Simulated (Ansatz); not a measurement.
Data:

V2InC:
```cif
data_C2In2V4
_chemical_formula_sum 'V4 In2 C2'
_space_group_name_H-M_alt 'P 1'
_space_group_IT_number 1
_cell_length_a 3.00576
_cell_length_b 3.00576
_cell_length_c 13.53139
_cell_angle_alpha 90.000
_cell_angle_beta 90.000
_cell_angle_gamma 120.000
loop_
_space_group_symop_operation_xyz
  'x, y, z'
loop_
_atom_site_label
_atom_site_type_symbol
_atom_site_fract_x
_atom_site_fract_y
_atom_site_fract_z
_atom_site_occupancy
V1 V 0.33333 0.66667 0.07757 1
V2 V 0.66667 0.33333 0.92243 1
V3 V 0.66667 0.33333 0.57757 1
V4 V 0.33333 0.66667 0.42243 1
In1 In 0.33333 0.66667 0.75000 1
In2 In 0.66667 0.33333 0.25000 1
C1 C 0.00000 0.00000 0.00000 1
C2 C 0.00000 0.00000 0.50000 1
```

This is the r²SCAN-relaxed structure.

Problem. All from r²SCAN (plane waves, PAW; program Ansatz), unless another level is named. Predict the electronic character.

Solution. metallic (no gap).

Problem. And the formation energy from the elements (no fitted shifts)?

Solution. -0.44 eV/atom.

Problem. What about the density of states at the Fermi level?

Solution. 0.61 states/eV per atom (mean over ±0.08 eV).

Problem. And the gap with spin–orbit coupling?

Solution. none (metallic).

Space group P6_3/mmc. The first step of the workflow began from a Materials Project structure, measured or hypothetical; the Crystallography Open Database copy checked does not list it. Whether it is the stable phase at ambient conditions was not checked. The r²SCAN relaxation kept the symmetry of its start; whether a distortion lowers the energy is not shown. No spin polarisation was allowed. The references are the lowest solids computed at this level, not always the standard phases. Scalar-relativistic: spin–orbit coupling is off unless named, which matters more the heavier the elements.

Potentials: the later of the program's two PAW sets.
